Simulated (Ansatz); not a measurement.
A relaxation computed with Ansatz, from input to last step.

```yaml
crystal:
  lattice:
    - [-3.4069382245, 3.4069382245, 2.9697988862]
    - [3.4069382245, -3.4069382245, 2.9697988862]
    - [3.4069382245, 3.4069382245, -2.9697988862]
  atoms:
    - { symbol: Ti, position: [0.25, 0.25, 0.0] }
    - { symbol: Ti, position: [0.75, 0.75, 0.0] }
    - { symbol: Sb, position: [0.6516543854, 0.1516543854, 0.8033087709] }
    - { symbol: Sb, position: [0.1516543854, 0.3483456146, 0.5] }
    - { symbol: Sb, position: [0.3483456146, 0.8483456146, 0.1966912291] }
    - { symbol: Sb, position: [0.8483456146, 0.6516543854, 0.5] }
basis:
  ecutwfc: 500
kpoints:
  mp_grid: { grid: [8, 8, 8] }
hamiltonian:
  xc: r2scan
scf:
  occupations: { method: gaussian, width: 0.1 }
output:
  forces: true
  stress: true
  eigenvalues: true
relax:
  adjacent_minimum: "off"
  f_tol: 0.01
  max_steps: 30
  cell: { stress_tol: 0.1, fix: [volume] }
```

```bash
ansatz run input.yaml --threads 1 --pin off --max-ram 2560MiB --backend cpu --events-out ev --progress --plain --runs-dir out
```

All numbers below come from Ansatz, DFT r2SCAN, scalar-relativistic, plane waves, PAW.

The volume is held at 1.06 times that of the relaxed cell.

Of 4 frames 3 are shown, positions in Å and forces in eV/Å; the SCF threshold varies from step to step. Steps run on the plane waves of an earlier cell, with a Pulay correction in the pressure. The basis is chosen afresh for the last frame, the zero of the energies, and at times for earlier ones too; energy and pressure step there, also at an unchanged geometry.

```xyz
6
Lattice="-3.4069 3.4069 2.9698 3.4069 -3.4069 2.9698 3.4069 3.4069 -2.9698" Properties=species:S:1:pos:R:3:forces:R:3 pbc="T T T" step=1 free_energy_over_end_meV_per_atom=0.10 pressure_GPa=-4.79
Ti    0.0000    0.0000    1.4849    0.0000    0.0000    0.0000
Ti    0.0000    0.0000    4.4547    0.0000    0.0000    0.0000
Sb    1.0334    4.4403    0.0000   -0.0234   -0.0234    0.0000
Sb    2.3736    1.0334    0.0000    0.0234   -0.0234    0.0000
Sb    2.3736   -1.0334    2.9698    0.0234    0.0234    0.0000
Sb    1.0334    2.3736    2.9698   -0.0234    0.0234    0.0000
6
Lattice="-3.4013 3.4013 2.9797 3.4013 -3.4013 2.9797 3.4013 3.4013 -2.9797" Properties=species:S:1:pos:R:3:forces:R:3 pbc="T T T" step=2 free_energy_over_end_meV_per_atom=0.06 pressure_GPa=-4.72
Ti    0.0000    0.0000    1.4899    0.0000    0.0000    0.0000
Ti    0.0000    0.0000    4.4696    0.0000    0.0000    0.0000
Sb    1.0269    4.4281    0.0000    0.0332    0.0332    0.0000
Sb    2.3744    1.0269    0.0000   -0.0332    0.0332    0.0000
Sb    2.3744   -1.0269    2.9797   -0.0332   -0.0332    0.0000
Sb    1.0269    2.3744    2.9797    0.0332   -0.0332    0.0000
6
Lattice="-3.4016 3.4016 2.9791 3.4016 -3.4016 2.9791 3.4016 3.4016 -2.9791" Properties=species:S:1:pos:R:3:forces:R:3 pbc="T T T" step=4 free_energy_over_end_meV_per_atom=0.00 pressure_GPa=-4.74
Ti    0.0000    0.0000    1.4896    0.0000    0.0000    0.0000
Ti    0.0000    0.0000    4.4687    0.0000    0.0000    0.0000
Sb    1.0302    4.4318    0.0000   -0.0038   -0.0038    0.0000
Sb    2.3714    1.0302    0.0000    0.0038   -0.0038    0.0000
Sb    2.3714   -1.0302    2.9791    0.0038    0.0038    0.0000
Sb    1.0302    2.3714    2.9791   -0.0038    0.0038    0.0000
```

It took 2.9 min on 1 thread of Arm Neoverse V2, on a shared host, peak memory 1 GiB.